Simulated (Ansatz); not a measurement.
**Two Ansatz runs on TlOs**

The structure comes from a relaxation in the same program, started in the L11 type. Whether it is a known phase or the ground state wasn't checked. The listed cell was then made from it by scaling, straining or moving an atom.

First run: DFT, r2SCAN, PAW with Ansatz's default frozen-core files, scalar-relativistic (Ansatz 0.2.0).

Command: `ansatz run input.yaml --threads 1 --pin off --max-ram 2048MiB --backend cpu --events-out ev --progress --plain --runs-dir out` The run took 23 s on 1 thread of Arm Neoverse V1, with other jobs on the host, peak memory 0.53 GiB.

```yaml
crystal:
  lattice:
    - [1.5218822827, -0.8786591456, 4.3471560815]
    - [0.0, 1.7573182912, 4.3471560815]
    - [-1.5218822827, -0.8786591456, 4.3471560815]
  atoms:
    - { symbol: Os, position: [0.0, 0.0, 0.0] }
    - { symbol: Tl, position: [0.5, 0.5, 0.5] }
kpoints:
  mp_grid: { grid: [12, 12, 12] }
scf:
  occupations: { method: fermi_dirac, width: 0.05 }
hamiltonian:
  xc: r2scan
  pseudopotentials: { kind: paw }
output:
  forces: true
  stress: true
  eigenvalues: true
  efg: { contact_densities: true }
  write_density: true
  write_potential: true
  elf: true
  volumetric_format: npy
```

Result: converged; pressure 6.00 GPa; 7 SCF iterations.

Spin polarisation is left out, and whether a magnetic state lies lower isn't shown here.

No spin–orbit coupling, which matters for the heavy atoms here.

The input is then changed:

```diff
@@ -8,7 +8,8 @@
     - { symbol: Tl, position: [0.5, 0.5, 0.5] }
 kpoints:
-  mp_grid: { grid: [12, 12, 12] }
+  mp_grid: { grid: [10, 10, 10] }
 scf:
   occupations: { method: fermi_dirac, width: 0.05 }
+  convergence: { dr2_threshold: 1.0e-09 }
 hamiltonian:
   xc: r2scan
@@ -19,7 +20,3 @@
   eigenvalues: true
   efg: { contact_densities: true }
-  write_density: true
-  write_potential: true
-  elf: true
-  volumetric_format: npy
```

Question: What does the second run give?

Answer: It converged; energy at zero smearing +1.8 meV/atom from the first run; pressure 5.90 GPa; 9 SCF iterations. Some of these settings are too coarse for converged properties.
